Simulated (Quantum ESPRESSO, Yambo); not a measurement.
## Levels of theory for the gap of IrCl3 monolayer

A free-standing IrCl₃ monolayer (symmetry P-31m, slab cell 15.6 Å high): one geometry, one set of norm-conserving PBEsol (Quantum ESPRESSO, 68 Ry, without SOC) orbitals, self-energies from Yambo (6×6×1 Γ-centred k mesh, bands 9 to 151 and a 5 Ry block in the screening, 151 bands in G with the Bruneval-Gonze terminator, plasmon pole fitted at 27.2 eV, slab-truncated Coulomb interaction, stochastic integration of W near q = 0).

The layer was cut from Materials Project entry mp-27666 and relaxed with PBEsol in a cell 15.6 Å high, with the Coulomb interaction truncated along z.

```tsv
level	gap M → M (eV)	rough Yambo cost
PBEsol (Quantum ESPRESSO)	2.07	–
exchange only (Hartree-Fock self-energy on PBEsol orbitals)	11.00	about 1/8 (6 states)
G0W0@PBEsol, plasmon pole	4.35	1 (6 states)
```

Bare exchange has no screening and gives the widest gap.

Costs are rough ratios of core time on shared machines.

Convergence of the G0W0 settings was not tested.

Without spin-orbit coupling, band edges of such heavy elements can be off by tenths of an eV.

This is a model layer cut from the bulk structure; whether it is stable on its own was not checked.
